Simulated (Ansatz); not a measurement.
Si3B4: rattling a relaxed structure

The cell was found from a proposed guess, not taken from experiment.

Theory: Ansatz 0.2.0, DFT PBE, scalar-relativistic, plane waves, PAW. Plane waves to 420 eV, a k mesh through Γ of 6×6×10 on the computed 14-atom cell and Gaussian smearing (0.10 eV); no spin polarisation.

The cell below (14 atoms, space group P6_3/m (No. 176)) is relaxed within its symmetry.

```
CELL_PARAMETERS angstrom
7.81858 0.00000 0.00000
-3.90929 6.77109 0.00000
0.00000 0.00000 3.41078
ATOMIC_POSITIONS crystal
Si 0.65319 0.61733 0.75000
Si 0.96414 0.34681 0.75000
Si 0.61733 0.96414 0.25000
Si 0.34681 0.38267 0.25000
Si 0.03586 0.65319 0.25000
Si 0.38267 0.03586 0.75000
B 0.57171 0.69266 0.25000
B 0.12095 0.42829 0.25000
B 0.69266 0.12095 0.75000
B 0.42829 0.30734 0.75000
B 0.87905 0.57171 0.75000
B 0.30734 0.87905 0.25000
B 0.33333 0.66667 0.25000
B 0.66667 0.33333 0.75000
```

For the test it was strained at random (σ = 1.5 % a component), the atoms were moved at random (σ = 0.05 Å), and all was relaxed again on a coarse 6×3×3 mesh (in the run’s order of axes) with 0.20 eV smearing, with no symmetry imposed.

Problem. What happens?

Solution. It returns, within 1 meV/atom of the unmoved cell on that mesh and with the same symmetry when read at 0.1 Å (P2_1/m at 0.01 Å, so small strains and shifts remain). No instability shows in this cell; modes of other wave vectors, which need another repeat, aren't tested.
